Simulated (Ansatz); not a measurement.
## Ansatz 0.2.0, settings compared: Sr2OsSO6

Launch command:

```bash
ansatz run input.yaml --threads 1 --pin off --max-ram 2560MiB --backend cpu --events-out ev --progress --plain --runs-dir out
```

Input:

```yaml
crystal:
  lattice:
    - [0.0, 4.00242, 4.00242]
    - [4.00242, 0.0, 4.00242]
    - [4.00242, 4.00242, 0.0]
  atoms:
    - { symbol: S, position: [0.5, 0.5, 0.5] }
    - { symbol: Sr, position: [0.25, 0.25, 0.25] }
    - { symbol: Sr, position: [0.75, 0.75, 0.75] }
    - { symbol: Os, position: [0.0, 0.0, 0.0] }
    - { symbol: O, position: [0.767, 0.233, 0.233] }
    - { symbol: O, position: [0.233, 0.767, 0.233] }
    - { symbol: O, position: [0.233, 0.767, 0.767] }
    - { symbol: O, position: [0.767, 0.233, 0.767] }
    - { symbol: O, position: [0.233, 0.233, 0.767] }
    - { symbol: O, position: [0.767, 0.767, 0.233] }
  symmetry: { tolerance: 0.0003 }
kpoints:
  mp_grid: { grid: [4, 4, 4], shift: [0, 0, 0] }
magnetization:
  spin_polarized: false
scf:
  occupations: { method: fermi_dirac }
hamiltonian:
  pseudopotentials: { kind: paw }
  xc: pbe
basis:
  ecutwfc: 420
output:
  forces: true
  stress: true
  eigenvalues: true
```

Origin of the cell: a known structure type with other elements, at an estimated volume, so it need not be a known compound.

The smearing width isn't typed, so it takes its default of 0.1 eV.

Output of this run (shortened):

```
Pseudopotentials: kind: paw
Pseudopotential: S, paw, valence charge 6, recommended cutoff 420 eV (normal), S.paw.azcp
Pseudopotential: Sr, paw, valence charge 10, recommended cutoff 420 eV (normal), Sr.paw.azcp
Pseudopotential: Os, paw, valence charge 16, recommended cutoff 420 eV (normal), Os.paw.azcp
Pseudopotential: O, paw, valence charge 6, recommended cutoff 420 eV (normal), O.paw.azcp
Functional definition: PBE
  exchange = pbe_x(kappa = kappa, mu = beta*pi^2/3)
  correlation = pbe_c(beta = beta)
Crystal: 10 atoms, lattice volume = 128.232 Å³
Basis set: ecut = 420 eV, 2445 PW (Γ), exchange–correlation on 80×80×80 points (8 copies of the dense FFT grid, shifted against one another)
Bands: 49, of which v1, the nominal top of the filled ones, is band 39 counted from 1 (38 counted from 0)
Symmetry: 48 space group operations
[… 10 lines left out …]
Initial density: superposition of atomic densities (neutral atoms: chi_scale 0, normalization atom), corrected by the library's trained network
Functional: x = pbe(κ = 0.804, μ = 0.219515), c = pbe(β = 0.066725)
SCF iter   1: F=—  HF=-22777.572878 eV  Δρ=9.88e-3  dr2=2.62e-1  defer=9
SCF iter   2: F=—  HF=-22777.559493 eV  Δρ=4.80e-3  dr2=7.91e-2  defer=9
SCF iter   3: F=—  HF=-22777.551278 eV  Δρ=1.09e-3  dr2=3.57e-3  defer=9
SCF iter   4: F=—  HF=-22777.550733 eV  Δρ=4.19e-4  dr2=2.23e-4  defer=9
SCF iter   5: F=—  HF=-22777.550686 eV  Δρ=1.31e-4  dr2=3.73e-5  defer=9
SCF iter   6: F=—  HF=-22777.550692 eV  Δρ=4.29e-5  dr2=4.19e-6  defer=9
SCF iter   7: F=—  HF=-22777.550692 eV  Δρ=7.46e-6  dr2=1.11e-7  defer=9
SCF iter   8: F=-22777.550692 eV  HF=-22777.550692 eV  Δρ=1.82e-6  dr2=5.53e-9
SCF 1 converged in 8 iterations: F = -22777.550692 eV  dr2 = 5.53e-9
SCF converged after 8 iterations
Free energy (F): -22777.550692 eV
Harris-Foulkes:  -22777.550692 eV  (|F-HF|=3.12e-9)
Internal energy: -22777.352663 eV  (E = F + TS)
E sigma→0 (E₀):  -22777.451678 eV
Entropy (-TS):   -0.198029 eV (-19.803 meV/atom)
Fermi energy:    11.597473 eV
--- Per-component energies (eV) ---
  E_band       = -354.359769
  E_kinetic    = 2209.860550
  E_local      = -5081.425669  (includes V_loc(G=0)·N_el)
  E_nonlocal   = 723.621042
  E_hartree    = 1781.462214
  E_xc         = -1153.391901
  E_vxc        = -1261.009339  (∫ρ·V_xc dr)
  E_paw        = -15948.371889  (= ΣΔE_a)
  E_vpaw       = -508.348101  (= ΣTr[D̂ρ^β])
  E_aug_tail   = 0.014143  (compensation charges beyond the density's cutoff)
  E_ewald      = -5309.121154
  E_smearing   = -0.198029  (= −TS)
  Σ components = -22777.550692   (vs F -22777.550692, Δ=0.00e0)
--- Forces (eV/Å), atoms counted from 1 ---
  atom   1  S      0.000000    -0.000000     0.000000
  atom   2  Sr     0.000000    -0.000000    -0.000000
  atom   3  Sr     0.000000     0.000000    -0.000000
[… 2 lines left out …]
  atom   6  O     -0.000000     2.568000    -0.000000
  atom   7  O     -2.568000     0.000000    -0.000000
  atom   8  O      0.000000    -2.568000     0.000000
  atom   9  O      0.000000     0.000000     2.568000
  atom  10  O     -0.000000     0.000000    -2.568000
  max |Σ_I F_I| component: 8.88e-16 eV/Å
--- Stress (GPa, compression-positive) ---
       12.175192      -0.000000       0.000000
        0.000000      12.175192       0.000000
       -0.000000      -0.000000      12.175192
  P = ⅓ Tr σ = 12.1752 GPa (121.752 kbar)
```

The same input was run again with these changes:

1. `basis.ecutwfc` 420 → "400 eV"
2. `hamiltonian.dispersion` default → d3bjatm
3. `scf.convergence.dr2_threshold` default → 1.0e-09; `basis.ecutwfc` 420 → "40.4 Ry"; `basis.xc_grid` default → 4
4. `scf.occupations.width` default → 0.15; `scf.mixing.preconditioner` default → none; `kpoints.mp_grid.grid` [4, 4, 4] → [6, 6, 6]

```json
{"run": "base", "end": "converged", "SCF iterations": "8", "P (GPa)": "12.18", "max force component (eV/Å)": "2.568", "gap on mesh (eV)": "none", "moment (μB)": "–", "ΔE(σ→0) (meV/atom)": "0"}
{"run": "1", "end": "converged", "SCF iterations": "8", "P (GPa)": "12.17", "max force component (eV/Å)": "2.569", "gap on mesh (eV)": "none", "moment (μB)": "–", "ΔE(σ→0) (meV/atom)": "4.90"}
{"run": "2", "end": "converged", "SCF iterations": "8", "P (GPa)": "9.75", "max force component (eV/Å)": "2.571", "gap on mesh (eV)": "none", "moment (μB)": "–", "ΔE(σ→0) (meV/atom)": "–"}
{"run": "3", "end": "converged", "SCF iterations": "9", "P (GPa)": "12.17", "max force component (eV/Å)": "2.565", "gap on mesh (eV)": "none", "moment (μB)": "–", "ΔE(σ→0) (meV/atom)": "-3.50"}
{"run": "4", "end": "converged", "SCF iterations": "9", "P (GPa)": "12.33", "max force component (eV/Å)": "2.554", "gap on mesh (eV)": "none", "moment (μB)": "–", "ΔE(σ→0) (meV/atom)": "0.88"}
```

Energies are compared only where functional, datasets, charge and starting cell are the same.

Caveats of the base run: no moments, though an odd count or open d shells may carry them; no spin-orbit coupling, though heavy elements are present; the k mesh is coarse if the cell is a metal.

Run 1: the cutoff lies below the datasets' advice.

Time of the base run: 2.2 s on 1 thread of Intel(R) Xeon(R) Platinum 8559C (Emerald Rapids), with other jobs on the host, peak memory 0.45 GiB, from the program's own first density.
